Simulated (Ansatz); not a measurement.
A relaxation computed with Ansatz, from input to last step.

```yaml
crystal:
  lattice:
    - [-4.738375, 4.738375, 0.0]
    - [-4.738375, 0.0, 4.738375]
    - [0.0, 4.738375, 4.738375]
  atoms:
    - { symbol: Ge, position: [0.9983635681, 0.5008380347, 0.0017578356] }
    - { symbol: Ge, position: [0.9933233661, 0.0046637015, 0.5038048964] }
    - { symbol: Ge, position: [0.5010737844, 0.5012052967, 0.997263739] }
    - { symbol: Ge, position: [0.9966820469, 0.5028140779, 0.4990841826] }
    - { symbol: Ge, position: [0.4990947716, 0.4976521259, 0.502531257] }
    - { symbol: Se, position: [0.7532165954, 0.7491905343, 0.7482970697] }
    - { symbol: Se, position: [0.2529016052, 0.751331387, 0.7471276009] }
    - { symbol: Se, position: [0.7546600313, 0.2507092905, 0.7461183434] }
    - { symbol: Se, position: [0.7514634443, 0.751253972, 0.2498799614] }
    - { symbol: Se, position: [0.2484115995, 0.2614512394, 0.7473391428] }
    - { symbol: Se, position: [0.2507333599, 0.7454620558, 0.2508354467] }
    - { symbol: Se, position: [0.7534119309, 0.2480118742, 0.2540145646] }
    - { symbol: Se, position: [0.259658581, 0.2483672451, 0.242128082] }
    - { symbol: Ag, position: [0.0021477856, 0.9949003833, 0.9994669761] }
    - { symbol: Ag, position: [0.4979091186, 0.0008358678, 0.999007972] }
    - { symbol: Ag, position: [0.5018331723, 0.9988713078, 0.4995024051] }
  symmetry: { detect: false }
basis:
  ecutwfc: 420
kpoints:
  mp_grid: { grid: [3, 3, 3], shift: [0.0, 0.0, 0.0] }
hamiltonian:
  xc: pbe
scf:
  occupations: { method: gaussian, width: 0.1 }
  lower_state_search: "off"
output:
  forces: true
  stress: true
  eigenvalues: true
relax:
  adjacent_minimum: "off"
  f_tol: 0.04
  max_steps: 50
  cell: { stress_tol: 0.3 }
```

```bash
ansatz run input.yaml --threads 4 --pin off --max-ram 9216MiB --backend cpu --events-out ev --progress --plain --runs-dir out
```

These are results of DFT PBE, scalar-relativistic, plane waves, PAW (Ansatz), not measurements.

Of 12 frames 10 are shown, positions in Å and forces in eV/Å; the SCF threshold varies from step to step. Steps run on the plane waves of an earlier cell, with a Pulay correction in the pressure. The basis is chosen afresh for the last frame, the zero of the energies, and at times for earlier ones too; energy and pressure can step there, also at an unchanged geometry. Here that happened at step 8 (-38 meV/atom, 3.4 GPa); frames between the last choice of the basis and such a step carry an error that grows, as the cell changes, to that size. The mark taken_back stands on steps that the optimiser undid.

```xyz
16
Lattice="-4.7384 4.7384 0.0000 -4.7384 0.0000 4.7384 0.0000 4.7384 4.7384" Properties=species:S:1:pos:R:3:forces:R:3 pbc="T T T" step=1 free_energy_over_end_meV_per_atom=1613.60 pressure_GPa=97.11
Ge   -7.1038    4.7389    2.3815   -0.2010    0.1810    0.2052
Ge   -4.7288    7.0940    2.4093   -0.6210    0.4794   -0.9411
Ge   -4.7492    7.0997    7.1003   -0.0436    0.3054    0.0479
Ge   -7.1052    7.0875    4.7474   -0.1490    0.2273   -0.6403
Ge   -4.7230    4.7461    4.7392   -0.7307   -0.2307    0.0733
Se   -7.1190    7.1147    7.0957    0.1221    0.7372   -0.4085
Se   -4.7584    4.7385    7.1003    0.9793   -0.0789   -0.8925
Se   -4.7638    7.1113    4.7233   -0.2941   -0.5336    0.4631
Se   -7.1204    4.7447    4.7437    1.2812    0.4134   -0.9827
Se   -2.4159    4.7182    4.7800    0.2632   -0.7823    0.1132
Se   -4.7203    2.3766    4.7208    0.3460    0.8379    0.4162
Se   -4.7451    4.7736    2.3788   -0.7395   -0.7278    0.2452
Se   -2.4072    2.3777    2.3242    0.5911   -0.7655    1.6727
Ag   -4.7244    4.7460    9.4501   -0.8110   -0.0542    0.5130
Ag   -2.3632    7.0930    4.7376    0.0704    0.1008   -0.5572
Ag   -7.1109    4.7447    7.0999   -0.0635   -0.1094    0.6726
16
Lattice="-4.9668 4.9666 0.0006 -4.9657 0.0017 4.9664 0.0000 4.9672 4.9682" Properties=species:S:1:pos:R:3:forces:R:3 pbc="T T T" step=2 free_energy_over_end_meV_per_atom=716.00 pressure_GPa=49.62
Ge   -7.4475    4.9698    2.4967   -0.1389    0.1095    0.0770
Ge   -4.9618    7.4388    2.5190   -0.3093    0.2224   -0.4800
Ge   -4.9757    7.4446    7.4462    0.0204    0.1207    0.0840
Ge   -7.4492    7.4323    4.9730   -0.1065    0.1213   -0.3351
Ge   -4.9546    4.9729    4.9690   -0.3753   -0.1112    0.0206
Se   -7.4610    7.4697    7.4307    0.0203    0.1723   -0.0493
Se   -4.9747    4.9694    7.4325    0.3444    0.0261   -0.2575
Se   -5.0002    7.4456    4.9545    0.0657   -0.1086    0.1935
Se   -7.4487    4.9838    4.9597    0.4001   -0.0136   -0.2403
Se   -2.5356    4.9358    5.0171    0.3503   -0.1525   -0.1713
Se   -4.9410    2.5037    4.9506   -0.0131    0.2328    0.1949
Se   -4.9850    4.9988    2.5010   -0.1812   -0.3699   -0.0507
Se   -2.5180    2.4818    2.4555    0.3312   -0.2264    0.6750
Ag   -4.9566    4.9767    9.9107   -0.3622   -0.0263    0.2642
Ag   -2.4760    7.4361    4.9650   -0.0001    0.0490   -0.2238
Ag   -7.4525    4.9736    7.4475   -0.0458   -0.0457    0.2989
16
Lattice="-5.1751 5.1746 0.0018 -5.1895 -0.0127 5.1900 0.0001 5.1765 5.1774" Properties=species:S:1:pos:R:3:forces:R:3 pbc="T T T" step=3 free_energy_over_end_meV_per_atom=260.13 pressure_GPa=22.88
Ge   -7.7704    5.1727    2.6089   -0.0705    0.0369    0.0176
Ge   -5.1742    7.7535    2.6182   -0.1350    0.0906   -0.2159
Ge   -5.1882    7.7508    7.7724    0.0120    0.0510    0.0482
Ge   -7.7728    7.7392    5.1866   -0.0461    0.0674   -0.1392
Ge   -5.1742    5.1717    5.1858   -0.1645   -0.0459    0.0034
Se   -7.7865    7.7716    7.7572    0.0270    0.0828   -0.0341
Se   -5.1924    5.1713    7.7564    0.1733    0.0466   -0.1083
Se   -5.2095    7.7552    5.1686    0.0391   -0.0530    0.0828
Se   -7.7721    5.1782    5.1807    0.1829   -0.0025   -0.1099
Se   -2.6365    5.1433    5.2236    0.1551   -0.0734   -0.0820
Se   -5.1655    2.5979    5.1726   -0.0235    0.0971    0.0611
Se   -5.1984    5.1991    2.6069   -0.0916   -0.1818   -0.0261
Se   -2.6202    2.5814    2.5720    0.1516   -0.1087    0.3273
Ag   -5.1845    5.1711   10.3474   -0.1553   -0.0190    0.1353
Ag   -2.5809    7.7502    5.1740   -0.0238    0.0334   -0.0832
Ag   -7.7811    5.1665    7.7797   -0.0306   -0.0214    0.1231
16
Lattice="-5.5274 5.5360 0.0054 -5.5471 -0.0143 5.5538 0.0053 5.5467 5.5448" Properties=species:S:1:pos:R:3:forces:R:3 pbc="T T T" step=5 free_energy_over_end_meV_per_atom=66.47 pressure_GPa=-3.30 taken_back
Ge   -8.2597    5.6629    2.6609   -0.1231   -0.2563   -0.0996
Ge   -5.4274    8.2274    2.9556    0.0990    0.1164   -0.1067
Ge   -5.4215    8.2458    8.4797   -0.1879   -0.0846   -0.0062
Ge   -8.2896    8.3064    5.4909   -0.0517    0.2025    0.2109
Ge   -5.7488    5.4513    5.5640    0.4016   -0.0008    0.1216
Se   -8.2353    8.4249    8.2714   -0.0129   -0.0839   -0.0178
Se   -5.4968    5.4981    8.3367   -0.0032    0.1826   -0.0520
Se   -5.5413    8.2085    5.6433   -0.1096    0.0563   -0.1088
Se   -8.4243    5.5836    5.4009    0.1607   -0.0062    0.1433
Se   -2.9401    5.5428    5.4515    0.1954   -0.0878    0.2091
Se   -5.5325    2.7075    5.6593    0.0258    0.0813   -0.2744
Se   -5.5207    5.5210    2.8274   -0.0841   -0.0013   -0.0195
Se   -2.6775    2.8425    2.7575   -0.1661   -0.0783    0.0229
Ag   -5.6512    5.4284   11.1463   -0.1401    0.0712   -0.0745
Ag   -2.7682    8.3398    5.4836    0.0225   -0.0556    0.0363
Ag   -8.2660    5.6558    8.2290   -0.0263   -0.0553    0.0155
16
Lattice="-5.5042 5.5036 0.0026 -5.5022 0.0046 5.5012 0.0016 5.5079 5.5074" Properties=species:S:1:pos:R:3:forces:R:3 pbc="T T T" step=6 free_energy_over_end_meV_per_atom=48.97 pressure_GPa=-0.82
Ge   -8.2605    5.5058    2.7525    0.0044   -0.0141   -0.0067
Ge   -5.4973    8.2319    2.7722    0.0074   -0.0155    0.0428
Ge   -5.4867    8.2387    8.2823   -0.0072    0.0041   -0.0225
Ge   -8.2647    8.2662    5.4997    0.0205   -0.0002    0.0220
Ge   -5.5165    5.5079    5.5118    0.0081    0.0302   -0.0200
Se   -8.2643    8.2877    8.2293    0.0090   -0.0065   -0.0040
Se   -5.4841    5.5236    8.2309   -0.0193    0.0121    0.0111
Se   -5.5386    8.2457    5.4876    0.0124   -0.0094    0.0082
Se   -8.2415    5.5407    5.4752   -0.0064   -0.0104    0.0163
Se   -2.7920    5.4843    5.5343   -0.0035    0.0049   -0.0078
Se   -5.4894    2.7898    5.4843   -0.0146   -0.0299   -0.0130
Se   -5.5355    5.5144    2.7743    0.0156    0.0159   -0.0082
Se   -2.7601    2.7312    2.7702   -0.0243    0.0286   -0.0295
Ag   -5.5170    5.5155   11.0132    0.0154   -0.0065    0.0012
Ag   -2.7598    8.2673    5.5051   -0.0073   -0.0045    0.0099
Ag   -8.2564    5.5064    8.2536   -0.0102    0.0011    0.0002
16
Lattice="-5.4914 5.4914 -0.0042 -5.4970 -0.0098 5.4964 -0.0007 5.4865 5.4859" Properties=species:S:1:pos:R:3:forces:R:3 pbc="T T T" step=7 free_energy_over_end_meV_per_atom=48.62 pressure_GPa=-0.23
Ge   -8.2480    5.4851    2.7263    0.0014   -0.0041    0.0153
Ge   -5.5003    8.2013    2.7703    0.0100   -0.0032    0.0119
Ge   -5.4954    8.1962    8.2648   -0.0048   -0.0021   -0.0051
Ge   -8.2510    8.2485    5.4853    0.0074   -0.0177    0.0075
Ge   -5.4884    5.4819    5.4933   -0.0181    0.0137   -0.0113
Se   -8.2649    8.2488    8.2096    0.0117    0.0111   -0.0175
Se   -5.4851    5.4860    8.2116    0.0002    0.0144   -0.0016
Se   -5.5297    8.2126    5.4807    0.0089   -0.0015   -0.0062
Se   -8.2081    5.5297    5.4439   -0.0165   -0.0132    0.0161
Se   -2.7703    5.4757    5.4976   -0.0175   -0.0179    0.0178
Se   -5.4865    2.7634    5.4847   -0.0004   -0.0057   -0.0158
Se   -5.5271    5.4879    2.7624    0.0078    0.0151   -0.0044
Se   -2.7735    2.7203    2.7637    0.0048    0.0106   -0.0105
Ag   -5.4858    5.4713   10.9899   -0.0143    0.0119   -0.0122
Ag   -2.7605    8.2592    5.4884    0.0111   -0.0243   -0.0069
Ag   -8.2537    5.4712    8.2111    0.0082    0.0128    0.0229
16
Lattice="-5.4914 5.4914 -0.0042 -5.4970 -0.0098 5.4964 -0.0007 5.4865 5.4859" Properties=species:S:1:pos:R:3:forces:R:3 pbc="T T T" step=8 free_energy_over_end_meV_per_atom=10.83 pressure_GPa=3.17
Ge   -8.2480    5.4851    2.7263    0.0015   -0.0042    0.0153
Ge   -5.5003    8.2013    2.7703    0.0090   -0.0022    0.0109
Ge   -5.4954    8.1962    8.2648   -0.0052   -0.0010   -0.0064
Ge   -8.2510    8.2485    5.4853    0.0074   -0.0176    0.0076
Ge   -5.4884    5.4819    5.4933   -0.0180    0.0137   -0.0113
Se   -8.2649    8.2488    8.2096    0.0122    0.0089   -0.0153
Se   -5.4851    5.4860    8.2116   -0.0023    0.0133    0.0006
Se   -5.5297    8.2126    5.4807    0.0112    0.0012   -0.0053
Se   -8.2081    5.5297    5.4439   -0.0188   -0.0155    0.0184
Se   -2.7703    5.4757    5.4976   -0.0151   -0.0154    0.0153
Se   -5.4865    2.7634    5.4847   -0.0029   -0.0078   -0.0146
Se   -5.5271    5.4879    2.7624    0.0101    0.0143   -0.0071
Se   -2.7735    2.7203    2.7637    0.0054    0.0133   -0.0133
Ag   -5.4858    5.4713   10.9899   -0.0148    0.0114   -0.0117
Ag   -2.7605    8.2592    5.4884    0.0116   -0.0249   -0.0066
Ag   -8.2537    5.4712    8.2111    0.0087    0.0124    0.0234
16
Lattice="-5.5697 5.5929 -0.0359 -5.5756 -0.0419 5.6002 -0.0001 5.5569 5.5582" Properties=species:S:1:pos:R:3:forces:R:3 pbc="T T T" step=10 free_energy_over_end_meV_per_atom=0.27 pressure_GPa=0.06
Ge   -8.3673    5.5657    2.7555   -0.0136    0.0026   -0.0270
Ge   -5.5290    8.2636    2.8507   -0.0152   -0.0163    0.0169
Ge   -5.4859    8.2363    8.4393   -0.0149    0.0060   -0.0143
Ge   -8.3663    8.3592    5.5514   -0.0161    0.0266   -0.0069
Ge   -5.5963    5.5555    5.5588    0.0267   -0.0172    0.0192
Se   -8.3984    8.3868    8.2838   -0.0013   -0.0300    0.0337
Se   -5.5679    5.6171    8.3147   -0.0146    0.0211    0.0048
Se   -5.6052    8.3464    5.4637    0.0089    0.0023    0.0077
Se   -8.3571    5.5789    5.5353   -0.0001    0.0365   -0.0362
Se   -2.8402    5.5139    5.6012    0.0133    0.0008   -0.0008
Se   -5.5687    2.8006    5.4954   -0.0127   -0.0073   -0.0149
Se   -5.6053    5.6475    2.7678    0.0102   -0.0024   -0.0050
Se   -2.8224    2.7782    2.7782    0.0139   -0.0369    0.0386
Ag   -5.5864    5.5048   11.1684   -0.0010   -0.0021    0.0026
Ag   -2.7937    8.3740    5.5729    0.0099   -0.0249   -0.0426
Ag   -8.3675    5.5012    8.3407    0.0065    0.0409    0.0244
16
Lattice="-5.5713 5.5971 -0.0378 -5.5740 -0.0405 5.6011 0.0006 5.5598 5.5612" Properties=species:S:1:pos:R:3:forces:R:3 pbc="T T T" step=11 free_energy_over_end_meV_per_atom=0.17 pressure_GPa=0.00
Ge   -8.3708    5.5691    2.7457   -0.0080    0.0062    0.0045
Ge   -5.5352    8.2633    2.8580   -0.0135   -0.0124    0.0103
Ge   -5.4886    8.2436    8.4402   -0.0109   -0.0003   -0.0054
Ge   -8.3696    8.3732    5.5530   -0.0109   -0.0045   -0.0096
Ge   -5.5884    5.5552    5.5640   -0.0016   -0.0124    0.0136
Se   -8.4027    8.3901    8.2890    0.0034   -0.0131    0.0157
Se   -5.5689    5.6258    8.3199   -0.0073   -0.0001   -0.0059
Se   -5.6058    8.3494    5.4698    0.0106    0.0087   -0.0075
Se   -8.3511    5.5914    5.5272   -0.0074    0.0215   -0.0203
Se   -2.8331    5.5217    5.5983    0.0069   -0.0039    0.0044
Se   -5.5696    2.7999    5.4926   -0.0058    0.0054    0.0054
Se   -5.6065    5.6487    2.7693    0.0124    0.0092   -0.0094
Se   -2.8241    2.7780    2.7813    0.0140   -0.0223    0.0240
Ag   -5.5782    5.5060   11.1750    0.0039   -0.0009    0.0015
Ag   -2.7940    8.3826    5.5744    0.0089   -0.0144   -0.0349
Ag   -8.3670    5.5070    8.3381    0.0056    0.0333    0.0137
16
Lattice="-5.5713 5.5971 -0.0378 -5.5740 -0.0405 5.6011 0.0006 5.5598 5.5612" Properties=species:S:1:pos:R:3:forces:R:3 pbc="T T T" step=12 free_energy_over_end_meV_per_atom=0.00 pressure_GPa=-0.02
Ge   -8.3708    5.5691    2.7457   -0.0080    0.0062    0.0045
Ge   -5.5352    8.2633    2.8580   -0.0135   -0.0126    0.0105
Ge   -5.4886    8.2436    8.4402   -0.0108   -0.0005   -0.0053
Ge   -8.3696    8.3732    5.5530   -0.0109   -0.0045   -0.0096
Ge   -5.5884    5.5552    5.5640   -0.0017   -0.0123    0.0136
Se   -8.4027    8.3901    8.2890    0.0033   -0.0131    0.0157
Se   -5.5689    5.6258    8.3199   -0.0073    0.0000   -0.0059
Se   -5.6058    8.3494    5.4698    0.0106    0.0087   -0.0077
Se   -8.3511    5.5914    5.5272   -0.0074    0.0215   -0.0203
Se   -2.8331    5.5217    5.5983    0.0069   -0.0039    0.0044
Se   -5.5696    2.7999    5.4926   -0.0058    0.0054    0.0052
Se   -5.6065    5.6487    2.7693    0.0124    0.0093   -0.0094
Se   -2.8241    2.7780    2.7813    0.0139   -0.0223    0.0240
Ag   -5.5782    5.5060   11.1750    0.0038   -0.0008    0.0015
Ag   -2.7940    8.3826    5.5744    0.0089   -0.0144   -0.0349
Ag   -8.3670    5.5070    8.3381    0.0056    0.0332    0.0137
```

The cell swells from 13.3 to 21.8 Å³ an atom. At the end the space group is Cm (tolerance 0.05 Å).

The run took 78 s on 4 threads of AMD EPYC 9R45 96-Core Processor (Zen 5), on a shared host, peak memory 1.7 GiB.

The k mesh is coarse. Spin polarisation was left out, and a magnetic state may lie lower.